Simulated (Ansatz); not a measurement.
The start is a generated cell, Pt placed in the AFLOW prototype A_hR1_166_a (A10, as in Hg). A full variable-cell relaxation at zero pressure is run with PBE (plane waves to 420 eV, PAW, scalar-relativistic; Ansatz, a quantum-chemistry and plane-wave program). First-step values are on the input's coarse k-mesh.

Ansatz input (later rounds restart from its end on a renewed k-mesh):
Ansatz 0.2 input:
```yaml
crystal:
  lattice:
    - [1.501244, 0.8667436, 1.9288792]
    - [-1.501244, 0.8667436, 1.9288792]
    - [0, -1.7334872, 1.9288792]
  atoms:
    - { symbol: Pt, position: [0, 0, 0] }
basis: { ecutwfc: 420, ecutrho_ratio: 4, xc_grid: 2, fft_grid_basis: typed }
kpoints: { mp_grid: { grid: [14, 14, 14] } }
hamiltonian:
  xc: pbe
  dispersion: none
  pseudopotentials: { azcp: { folder: ./paw }, kind: paw }
scf: { occupations: { method: fermi_dirac, width: 0.05 } }
relax: { f_tol: 0.01, max_steps: 100, cell: { stress_tol: 0.02 } }
output: { forces: true, stress: true }
```

Task: How large is the pressure on the unrelaxed cell, and of which sign?

Result: +25.4 GPa (positive: the cell is compressed).

Task: Does the structure survive the relaxation? Give the final space group.

Result: The space group goes from R-3m (No. 166) to Fm-3m (No. 225); the end is fcc (Cu type), with 1 atom in the primitive cell.

Task: How much energy is released per atom?

Result: 0.34 eV/atom.

Task: How do the shortest distances between atoms change?

Result: The closest pairs of elements (up to four, under 3.6 Å), start → end: Pt–Pt 2.59 → 2.81 Å.

Task: What band gap does the relaxed structure have at this level?

Result: No gap (metallic).

Task: Give the final cell and atomic positions.

Result: 
```cif
data_Pt4
_chemical_formula_sum 'Pt4'
_space_group_name_H-M_alt 'Fm-3m'
_space_group_IT_number 225
_space_group_name_Hall '-F 4 2 3'
_cell_length_a 3.97009
_cell_length_b 3.97009
_cell_length_c 3.97009
_cell_angle_alpha 90.000
_cell_angle_beta 90.000
_cell_angle_gamma 90.000
loop_
_atom_site_label
_atom_site_type_symbol
_atom_site_symmetry_multiplicity
_atom_site_Wyckoff_symbol
_atom_site_fract_x
_atom_site_fract_y
_atom_site_fract_z
_atom_site_occupancy
Pt1 Pt 4 a 0.00000 0.00000 0.00000 1
```
(The calculation used a cell of 1 atom; values per cell refer to that cell.)

Final values are on a 20×20×20 k-mesh of the relaxed cell. No spin polarisation in the result.

The run could not lose the symmetry of its start.
